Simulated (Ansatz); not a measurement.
Computed with DFT PBE, scalar-relativistic, plane waves, PAW in Ansatz 0.2.0. All cells share a 420 eV cutoff and Γ-centred k meshes spaced at most about 0.3 Å⁻¹ (about 0.25 or finer for metals, 2π included). No spin polarisation in the final relaxations.

Each of these unrelaxed guesses is relaxed in cell and atoms within its symmetry. A guess keeps its type if space group and coordination stay and the shape of the cell changes little (axis ratios within about 15 %, angles within 6°); the volume may change.

1. NaGa2F3

```cif
data_structure
_symmetry_space_group_name_H-M 'R-3m:H'
_symmetry_Int_Tables_number 166
_cell_length_a 5.1641
_cell_length_b 5.1641
_cell_length_c 11.8520
_cell_angle_alpha 90.000
_cell_angle_beta 90.000
_cell_angle_gamma 120.000
_cell_volume 273.73
loop_
_atom_site_label
_atom_site_type_symbol
_atom_site_symmetry_multiplicity
_atom_site_Wyckoff_symbol
_atom_site_fract_x
_atom_site_fract_y
_atom_site_fract_z
_atom_site_occupancy
Na1 Na 3 a 0.00000 0.00000 0.00000 1
Ga1 Ga 6 c 0.33333 0.66667 0.29390 1
F1 F 9 d 0.83333 0.16667 0.16667 1
```

2. BiSb3O

```cif
data_structure
_symmetry_space_group_name_H-M 'I-4m2'
_symmetry_Int_Tables_number 119
_cell_length_a 5.7156
_cell_length_b 5.7156
_cell_length_c 9.4315
_cell_angle_alpha 90.000
_cell_angle_beta 90.000
_cell_angle_gamma 90.000
_cell_volume 308.11
loop_
_atom_site_label
_atom_site_type_symbol
_atom_site_symmetry_multiplicity
_atom_site_Wyckoff_symbol
_atom_site_fract_x
_atom_site_fract_y
_atom_site_fract_z
_atom_site_occupancy
Sb1 Sb 4 f 0.00000 0.50000 0.03272 1
Sb2 Sb 2 b 0.50000 0.50000 0.00000 1
Bi1 Bi 2 a 0.00000 0.00000 0.00000 1
O1 O 2 d 0.50000 0.00000 0.25000 1
```

3. Hf4Al3Cl

```cif
data_structure
_symmetry_space_group_name_H-M 'P-6m2'
_symmetry_Int_Tables_number 187
_cell_length_a 4.4296
_cell_length_b 4.4296
_cell_length_c 8.9038
_cell_angle_alpha 90.000
_cell_angle_beta 90.000
_cell_angle_gamma 120.000
_cell_volume 151.30
loop_
_atom_site_label
_atom_site_type_symbol
_atom_site_symmetry_multiplicity
_atom_site_Wyckoff_symbol
_atom_site_fract_x
_atom_site_fract_y
_atom_site_fract_z
_atom_site_occupancy
Hf1 Hf 2 h 0.33333 0.66667 0.20715 1
Hf2 Hf 1 c 0.33333 0.66667 0.00000 1
Hf3 Hf 1 f 0.66667 0.33333 0.50000 1
Al1 Al 1 a 0.00000 0.00000 0.00000 1
Al2 Al 2 h 0.33333 0.66667 0.41506 1
Cl1 Cl 1 b 0.00000 0.00000 0.50000 1
```

4. TiAlF2 (collinear spin from parallel moments)

```cif
data_structure
_symmetry_space_group_name_H-M 'I4/mmm'
_symmetry_Int_Tables_number 139
_cell_length_a 3.8212
_cell_length_b 3.8212
_cell_length_c 7.4366
_cell_angle_alpha 90.000
_cell_angle_beta 90.000
_cell_angle_gamma 90.000
_cell_volume 108.59
loop_
_atom_site_label
_atom_site_type_symbol
_atom_site_symmetry_multiplicity
_atom_site_Wyckoff_symbol
_atom_site_fract_x
_atom_site_fract_y
_atom_site_fract_z
_atom_site_occupancy
Ti1 Ti 2 b 0.50000 0.50000 0.00000 1
Al1 Al 2 a 0.00000 0.00000 0.00000 1
F1 F 4 d 0.00000 0.50000 0.25000 1
```

Question: Which keep their type?

Answer: Guess 4 keeps its type.

```
guess  kept  start group  end group  V start (Å³/atom)  V end  b/a and c/a, end over start  nearest neighbours start  nearest neighbours end
    1    no         R-3m       R-3m               15.2   17.8                   1.00, 0.76          F 6, Ga 16, Na 6         F 4, Ga 3, Na 6
    2    no        I-4m2      I-4m2               30.8   28.4                   1.00, 0.68         Bi 4, O 2, Sb 4/5     Bi 10, O 2, Sb 1/10
    3    no        P-6m2      P-6m2               18.9   29.2                   1.00, 1.62      Al 1/3, Cl 9, Hf 2/9  Al 1/3, Cl 3, Hf 2/3/5
    4   yes       I4/mmm     I4/mmm               13.6   13.3                   1.00, 1.02        Al 12, F 12, Ti 12      Al 12, F 12, Ti 12
```

Neighbours count within 15 % of an atom's shortest distance; end groups are read at 0.02 Å (0.05 Å in metals).

Spin–orbit coupling, which can matter for Bi, Hf and Sb, is left out. In such compounds of Ti a zero gap at this level may well be an artefact, since no Hubbard U is applied. In TiAlF2 I4/mmm an odd number of electrons in the primitive cell allows no gap without spin; a larger cell or a magnetic state could open one. A magnetic state wasn't ruled out in cells without spin, among them Hf4Al3Cl P-6m2. Cells relaxed within their symmetry can be saddle points.

In counts of neighbours, a slash parts the counts of unlike sites.
